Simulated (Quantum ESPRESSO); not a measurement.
One change at a time to IrRh4WZr2

All numbers below are calculated, not measured. They come from Quantum ESPRESSO 7.5, a public plane-wave density functional program. Each row is one single-point run on a made-up periodic cell of eight metal atoms, with elements, volume, strain and displacements drawn at random and not relaxed, so a cell may be unstable or far from any real phase. There is no spin polarisation or spin-orbit coupling.

Settings: PBE unless stated; PseudoDojo standard norm-conserving files; Fermi-Dirac width 0.25 eV, which means electrons at about 2900 K; cutoff 1197 eV; 5 x 5 x 5 k mesh shifted half a step off Gamma. E is the free energy of the whole cell (internal energy minus TS), so a -TS column is already part of it. Stress is positive in tension, and the pressure P is minus a third of its trace.

Checks: one run of this series was repeated at a higher cutoff and on a denser mesh, which moved values by no more than 0.003 eV, 0.06 GPa and 0.007 eV/Å, and a second program with other atomic files agreed on it to 2 % rms in force and 0.5 GPa in pressure. Known limits: heavy elements are run without spin-orbit coupling, which real alloys of them have; a spin test at this wide smearing found no moment, but such smearing suppresses magnetism that the real alloy may have.

The lattice is face-centred cubic, and the cell vectors in Å are (0.032, 4.100, 3.974); (4.066, -0.032, 4.038); (4.091, 4.190, -0.057), a volume of 136.39 Å³ in run 1. The elements on sites 1 to 8 are W Rh Zr Rh Rh Zr Ir Rh. Each later run makes one change to run 1 and keeps the rest. E is counted from run 1, and is n/a where other atomic files have another zero of energy.

| run | change | V (Å³) | P (GPa) | -TS (eV) | rms force (eV/Å) | largest change of a force component (eV/Å) | E (eV) |
|---|---|---|---|---|---|---|---|
| 1 | none | 136.39 | -10.99 | -1.670 | 0.299 | 0.000 | 0.000 |
| 2 | sites 2 and 6 exchanged | 136.39 | -10.15 | -1.710 | 0.336 | 0.616 | 1.407 |
| 3 | all lengths scaled by +1.65 % | 143.25 | -17.85 | -1.789 | 0.229 | 0.187 | 0.623 |
| 4 | LDA in place of PBE | 136.39 | -22.66 | -1.678 | 0.251 | 0.150 | n/a |
| 5 | Re on site 6 | 136.39 | -21.49 | -1.725 | 0.294 | 0.400 | n/a |
| 6 | site 5 moved by +0.25 Å along y | 136.39 | -9.73 | -1.656 | 0.433 | 1.266 | ? |

## Worked estimate

Along the move dE = -F dx. The force on site 5 along y is -0.111 eV/Å in run 1 and -1.377 eV/Å in run 6, and the move is +0.25 Å, so the mean force times the move gives an estimate.

## Withheld value

Question: what E should run 6 give?

The estimate is 0.186 eV. The calculation gave 0.178 eV. The mean of two end points misses the curvature of the force.
